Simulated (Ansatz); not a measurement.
W₂N₃:
```cif
data_N6W4
_chemical_formula_sum 'W4 N6'
_space_group_name_H-M_alt 'P63/mmc'
_space_group_IT_number 194
_space_group_name_Hall '-P 6c 2c'
_cell_length_a 2.89461
_cell_length_b 2.89461
_cell_length_c 15.30440
_cell_angle_alpha 90.000
_cell_angle_beta 90.000
_cell_angle_gamma 120.000
loop_
_atom_site_label
_atom_site_type_symbol
_atom_site_symmetry_multiplicity
_atom_site_Wyckoff_symbol
_atom_site_fract_x
_atom_site_fract_y
_atom_site_fract_z
_atom_site_occupancy
W1 W 4 f 0.66667 0.33333 0.15462 1
N1 N 4 f 0.33333 0.66667 0.08177 1
N2 N 2 c 0.33333 0.66667 0.25000 1
```

Relaxed at zero pressure with PBE+D3(BJ) in the plane-wave PAW code Ansatz.

### Question
The volume is lowered by 3 % and shape and atoms relax at that volume. What pressure results, and how do the axes share the change?

### Answer
3.4 GPa; a -0.4 %, b -0.4 %, c -2.3 %; the energy rises by 3 meV/atom.

### Question
Give the new structure.

### Answer

Space group P6₃/mmc (No. 194); a = 2.8843 Å, b = 2.8843 Å, c = 14.9519 Å, α = 90.00°, β = 90.00°, γ = 120.00°

```tsv
atom	site	symmetry	x	y	z
W	4f	3m.	0.6667	0.3333	0.1527
N	4f	3m.	0.3333	0.6667	0.0781
N	2c	-6m2	0.3333	0.6667	0.2500
```

The phase is kept; no other phase was compared at this pressure.

Space group P6_3/mmc. The first step of the workflow began from a Materials Project structure, measured or hypothetical; the Crystallography Open Database copy checked does not list it. Its standing as an ambient phase is unchecked. The PBE+D3(BJ) relaxation kept the symmetry of its start; its stability against distortions is not shown here. The run is not spin-polarised. Spin–orbit coupling is left out wherever it is not named.

Potentials: the later of the program's two PAW sets.
